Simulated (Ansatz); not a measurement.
## Two inputs for K₃LaTe₂O₉

Cell: a measured structure from the Crystallography Open Database (COD), taken as it stands.

```cif
data_K3LaTe2O9
_symmetry_space_group_name_H-M 'P6_3/mmc'
_symmetry_Int_Tables_number 194
_cell_length_a 6.0589
_cell_length_b 6.0589
_cell_length_c 15.0240
_cell_angle_alpha 90.000
_cell_angle_beta 90.000
_cell_angle_gamma 120.000
loop_
_atom_site_label
_atom_site_type_symbol
_atom_site_symmetry_multiplicity
_atom_site_Wyckoff_symbol
_atom_site_fract_x
_atom_site_fract_y
_atom_site_fract_z
K1 K 2 b 0.0000 0.0000 0.7500
K3 K 4 f 0.3333 0.6667 0.6166
La La 2 a 0.0000 0.0000 0.5000
Te Te 4 f 0.6667 0.3333 0.6559
O13 O 6 h 0.9408 0.4704 0.7500
O19 O 12 k 0.3588 0.1794 0.5945
```

One atom of each set is listed.

Reference run. Computed with Ansatz: DFT, PBE, plane waves and PAW, scalar-relativistic, 420 eV cutoff, Γ-centred 4×4×2 k-points, Fermi–Dirac smearing 0.02 eV.

(1) The input is changed as follows: `hamiltonian.hubbard`: not typed → {sites: [{species: La, l: f, u_eff: 8.0}], double_counting: fll}. What happens to V_zz (10²¹ V/m²) and η?

Answers

(1) 

```csv
site,V_zz reference,η reference,V_zz changed,η changed
K1,0.45,0.00,0.49,0.00
K3,0.61,0.00,0.61,0.00
La,-2.28,0.00,-2.24,0.00
Te,3.20,0.00,3.19,0.00
O13,-11.22,0.65,-11.21,0.65
O19,11.68,0.07,11.69,0.07
```

The largest change of V_zz is on K1, from 0.45 to 0.49. In per cent, |V_zz| changes by 0 on K, -2 on La, 0 on Te, 0 on O (all sites that start above 0.5). SCF iterations: 8 and 10.

On the reference run: At this cell the PBE pressure is 6 GPa, so with PBE the cell would grow if it were relaxed. The largest force is 0.9 eV/Å, so the atoms aren't at the calculated equilibrium and relaxing them would move these values. Without spin–orbit coupling the gradients at and beside Te can be off by some per cent, at some sites by more.
